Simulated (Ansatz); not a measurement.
An Ansatz (a program for electronic structure) input:

Ansatz 0.2 input:
```yaml
crystal:
  lattice:
    - [-3.4958784667, 3.4958784667, 3.4958784667]
    - [3.4958784667, -3.4958784667, 3.4958784667]
    - [3.4958784667, 3.4958784667, -3.4958784667]
  atoms:
    - { symbol: As, position: [0.0, 0.25, 0.5] }
    - { symbol: As, position: [0.25, 0.5, 0.0] }
    - { symbol: As, position: [0.5, 0.0, 0.25] }
    - { symbol: As, position: [0.25, 0.25, 0.25] }
kpoints:
  mp_grid: { grid: [6, 6, 6] }
  band_path:
    path:
      - [[0.0, 0.0, 0.0], [0.5, -0.5, 0.5], [0.0, 0.0, 0.5], [0.0, 0.0, 0.0], [0.25, 0.25, 0.25], [0.5, -0.5, 0.5]]  # Γ-H-N-Γ-P-H
      - [[0.25, 0.25, 0.25], [0.0, 0.0, 0.5]]  # P-N
    npoints: 12
basis: { xc_grid: 2 }
hamiltonian:
  xc: pbe
  pseudopotentials: { azcp: { folder: ./paw }, kind: paw_fr }
magnetization: { noncollinear: true, spin_orbit: true }
scf:
  n_extra_bands: 12
  convergence: { dr2_threshold: 0.0000000001 }
  occupations: { method: gaussian, width: 0.05 }
output: { eigenvalues: true }
```

### Question
How many symmetry operations and irreducible k-points will the run report?

### Answer
24 operations, 16 of 216 k-points.

### Question
With a cutoff of 420 eV, how many plane waves at Γ?

### Answer
3367.

It took very roughly 2.1 core-minutes on shared server cores.

Space group I4_132. The start of the workflow was typed in or built on a structure type; neither database checked (COD, Materials Project) lists it. It is not the phase usual at ambient conditions (space group No. 166). The cell was relaxed with PBE under the symmetry of its start; whether a distortion lowers the energy is not shown. The volume moved by 59 % from the start of the relaxation.

Potentials: the earlier of the program's two PAW sets.

Ansatz is a plane-wave DFT program.
